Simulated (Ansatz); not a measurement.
TaW:
```yaml
crystal:
  lattice:
    - [0.00000, 2.67211, 2.67211]
    - [2.67211, 0.00000, 2.67211]
    - [2.67211, 2.67211, 0.00000]
  atoms:
    - { symbol: Ta, position: [0.00000, 0.00000, 0.00000] }
    - { symbol: W, position: [0.50000, 0.50000, 0.50000] }
```

Relaxed with r²SCAN. Special points in fractions of this cell's reciprocal vectors: Γ (0.000, 0.000, 0.000); X (0.500, 0.000, 0.500); U (0.625, 0.250, 0.625); K (0.375, 0.375, 0.750); L (0.500, 0.500, 0.500); W (0.500, 0.250, 0.750).

Question: List the band energies nearest the Fermi level at these points for r²SCAN with spin–orbit coupling in the plane-wave PAW code Ansatz.

Answer: In eV from the Fermi level; about four levels below and three above (degenerate sets whole), none deeper than 8.9 eV; points with the same levels are listed once.

```
k                                below                above
-  -----------------------------------  -------------------
Γ  -3.33 -3.33 -3.33 -3.33 -3.03 -3.03  5.74 5.74 5.74 5.74
X              -2.35 -2.35 -0.59 -0.59  1.43 1.43 1.77 1.77
U              -2.07 -2.07 -1.88 -1.88  0.69 0.69 2.30 2.30
L              -0.22 -0.22 -0.19 -0.19  0.84 0.84 1.26 1.26
W              -3.19 -3.19 -0.52 -0.52  0.11 0.11 1.69 1.69
```

Space group Fm-3m (rock salt). The start of the workflow was typed in or built on a structure type; neither database checked (COD, Materials Project) lists it. Its standing as an ambient phase is unchecked. Symmetry was held in the r²SCAN relaxation. At this level the phase is mechanically unstable. No spin polarisation was allowed. Its formation energy is positive at this level, so the cell may be metastable or incomplete.

Potentials: the earlier of the program's two PAW sets.
